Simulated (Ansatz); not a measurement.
A geometry of Al₂Cu away from equilibrium: step 4 of the relaxation of a relaxed Al2Cu cell shaken by Gaussian noise of σ = 0.08 Å a coordinate. Computed with PBE (plane waves to 420 eV, PAW, scalar-relativistic; Ansatz, an electronic-structure program). Γ-centred k-mesh 7×7×7 on the run's cell (coarser than for final values), Fermi–Dirac smearing 0.05 eV. The plane waves were selected for a different cell earlier on the path.

```xyz
9
Lattice="0.0887 3.8176 5.4754 3.4461 0.0205 5.5167 3.4354 3.8674 0.0209" Properties=species:S:1:pos:R:3 pbc="T T T"
Al     3.1082     2.0549     2.4922
Al     0.4183     2.1048     3.0624
Al     2.1765     3.3989     6.9099
Al     4.7904     3.4596     4.0978
Al     2.0030     4.2932     4.0690
Al     5.0380     4.3048     6.9083
Cu     2.1366     1.8989     4.8875
Cu     1.3479     1.8997     0.6156
Cu     0.0231    -0.3766    -0.0468
```

Problem. What forces act on the atoms (eV/Å)?

Solution. 
```
atom     Fx     Fy     Fz
----  -----  -----  -----
Al1   -0.07   0.05  -0.30
Al2   -0.03  -0.07   0.11
Al3    0.12   0.10  -0.06
Al4   -0.10   0.04   0.04
Al5    0.02   0.17   0.01
Al6    0.03   0.08   0.03
Cu7    0.56  -0.13  -0.05
Cu8   -0.46  -0.05   0.13
Cu9   -0.06  -0.18   0.07
```

The path ends in C2 (No. 5). No spin polarisation in the result.

The end of the path is a generated cell of Al2Cu: the first start was made by a random draw of sites in a space group, and the end was not matched to a known phase here, so it may be hypothetical. Known forms of Al2Cu include space group No. 140.
